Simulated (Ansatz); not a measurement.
A geometry of MgB$_{2}$ away from equilibrium: step 2 of the relaxation of a relaxed MgB2 cell displaced along its unstable phonon at q = (0, 0, ½) of its primitive reciprocal cell (256i cm⁻¹), largest move 0.15 Å. All values below come from PBEsol (plane waves to 420 eV, PAW, scalar-relativistic; Ansatz, a first-principles code). Γ-centred k-mesh 12×12×2 on the run's cell (coarser than for final values), Fermi–Dirac smearing 0.05 eV.

```yaml
crystal:
  lattice:
    - [3.09141, 0.00000, 0.00000]
    - [-1.54570, 2.69087, 0.00000]
    - [0.00000, 0.00000, 15.81605]
  atoms:
    - { symbol: B, position: [0.28634, 0.57267, 0.05801] }
    - { symbol: B, position: [0.38138, 0.76276, 0.55808] }
    - { symbol: B, position: [0.61862, 0.23724, 0.05808] }
    - { symbol: B, position: [0.71366, 0.42733, 0.55801] }
    - { symbol: B, position: [0.61862, 0.23724, 0.44192] }
    - { symbol: B, position: [0.71366, 0.42733, 0.94199] }
    - { symbol: B, position: [0.28634, 0.57267, 0.44199] }
    - { symbol: B, position: [0.38138, 0.76276, 0.94192] }
    - { symbol: Mg, position: [0.96356, 0.92712, 0.15825] }
    - { symbol: Mg, position: [0.03644, 0.07288, 0.65825] }
    - { symbol: Mg, position: [0.96356, 0.92712, 0.34175] }
    - { symbol: Mg, position: [0.03644, 0.07288, 0.84175] }
```

Task: Which atoms carry the largest force, and which way does it point?

Result: 1.09 eV/Å, on B2, B3, B5, B8 (atoms numbered as listed); on B2 its components are (0.00, 0.81, -0.74).

Task: What is the pressure?

Result: -1.0 GPa, compression positive.

Task: How far above the relaxed end point is this geometry?

Result: 0.09 eV/atom; the path ends in Cmcm (No. 63).

No spin polarisation in the result.

The run could not lose the symmetry of its start: the end is stationary, and may be a saddle point rather than a minimum.

Of the parent cell (P6/mmm (No. 191)): The first start was generated by placing the elements on the sites of a structure type. A measured structure of MgB2 has the same space group, P6/mmm (No. 191); the sites were not compared with it.

The end of the path is a generated cell of MgB2: the first start was made by placing the elements on the sites of a structure type, and the end was not matched to a known phase here, so it may be hypothetical. Known forms of MgB2 include space group No. 191.
